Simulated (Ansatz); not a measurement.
Geometry optimisation in Ansatz: input, command and trajectory.

```yaml
crystal:
  lattice:
    - [2.38025, 1.3742379782, 4.3318666667]
    - [-2.38025, 1.3742379782, 4.3318666667]
    - [0.0, -2.7484759565, 4.3318666667]
  atoms:
    - { symbol: Al, position: [0.35216, 0.35216, 0.35216] }
    - { symbol: Al, position: [0.14784, 0.14784, 0.14784] }
    - { symbol: Al, position: [0.64784, 0.64784, 0.64784] }
    - { symbol: Al, position: [0.85216, 0.85216, 0.85216] }
    - { symbol: O, position: [0.55668, 0.94332, 0.25] }
    - { symbol: O, position: [0.25, 0.55668, 0.94332] }
    - { symbol: O, position: [0.94332, 0.25, 0.55668] }
    - { symbol: O, position: [0.44332, 0.05668, 0.75] }
    - { symbol: O, position: [0.75, 0.44332, 0.05668] }
    - { symbol: O, position: [0.05668, 0.75, 0.44332] }
basis:
  ecutwfc: 420
kpoints:
  mp_grid: { grid: [6, 6, 6] }
hamiltonian:
  xc: pbe
scf:
  occupations: { method: gaussian, width: 0.02 }
output:
  forces: true
  stress: true
  eigenvalues: true
relax:
  adjacent_minimum: "off"
  f_tol: 0.01
  max_steps: 40
```

```bash
ansatz run input.yaml --threads 2 --pin off --max-ram 5120MiB --backend cpu --events-out ev --progress --plain --runs-dir out
```

Theory: Ansatz 0.2.0, DFT PBE, scalar-relativistic, plane waves, PAW.

Of 3 frames 3 are shown, positions in Å and forces in eV/Å; the SCF threshold varies from step to step.

```xyz
10
Lattice="2.3803 1.3742 4.3319 -2.3803 1.3742 4.3319 0.0000 -2.7485 4.3319" Properties=species:S:1:pos:R:3:forces:R:3 pbc="T T T" step=1 free_energy_over_end_meV_per_atom=0.01
Al    0.0000    0.0000    4.5765    0.0000    0.0000   -0.0290
Al    0.0000    0.0000    1.9213    0.0000    0.0000    0.0290
Al    0.0000    0.0000    8.4191    0.0000    0.0000    0.0290
Al    0.0000    0.0000   11.0743    0.0000    0.0000   -0.0290
O    -0.9203    1.3742    7.5808   -0.0251    0.0000    0.0000
O    -0.7300   -1.4841    7.5808    0.0125   -0.0217    0.0000
O     1.6503    0.1099    7.5808    0.0125    0.0217    0.0000
O     0.9203   -1.3742    5.4148    0.0251    0.0000    0.0000
O     0.7300    1.4841    5.4148   -0.0125    0.0217    0.0000
O    -1.6503   -0.1099    5.4148   -0.0125   -0.0217    0.0000
10
Lattice="2.3803 1.3742 4.3319 -2.3803 1.3742 4.3319 0.0000 -2.7485 4.3319" Properties=species:S:1:pos:R:3:forces:R:3 pbc="T T T" step=2 free_energy_over_end_meV_per_atom=0.01
Al    0.0000    0.0000    4.5764    0.0000    0.0000   -0.0250
Al    0.0000    0.0000    1.9214    0.0000    0.0000    0.0250
Al    0.0000    0.0000    8.4192    0.0000    0.0000    0.0250
Al    0.0000    0.0000   11.0742    0.0000    0.0000   -0.0250
O    -0.9207    1.3742    7.5808   -0.0159    0.0000    0.0000
O    -0.7298   -1.4845    7.5808    0.0079   -0.0138    0.0000
O     1.6505    0.1102    7.5808    0.0079    0.0138    0.0000
O     0.9207   -1.3742    5.4148    0.0159    0.0000    0.0000
O     0.7298    1.4845    5.4148   -0.0079    0.0138    0.0000
O    -1.6505   -0.1102    5.4148   -0.0079   -0.0138    0.0000
10
Lattice="2.3803 1.3742 4.3319 -2.3803 1.3742 4.3319 0.0000 -2.7485 4.3319" Properties=species:S:1:pos:R:3:forces:R:3 pbc="T T T" step=3 free_energy_over_end_meV_per_atom=0.00
Al    0.0000    0.0000    4.5755    0.0000    0.0000   -0.0070
Al    0.0000    0.0000    1.9223    0.0000    0.0000    0.0070
Al    0.0000    0.0000    8.4201    0.0000    0.0000    0.0070
Al    0.0000    0.0000   11.0733    0.0000    0.0000   -0.0070
O    -0.9213    1.3742    7.5808    0.0018    0.0000    0.0000
O    -0.7295   -1.4850    7.5808   -0.0009    0.0016    0.0000
O     1.6508    0.1108    7.5808   -0.0009   -0.0016    0.0000
O     0.9213   -1.3742    5.4148   -0.0018    0.0000    0.0000
O     0.7295    1.4850    5.4148    0.0009   -0.0016    0.0000
O    -1.6508   -0.1108    5.4148    0.0009    0.0016    0.0000
```

The run took 7.8 s on 2 threads of Arm Neoverse V2 (shared host), peak memory 0.39 GiB.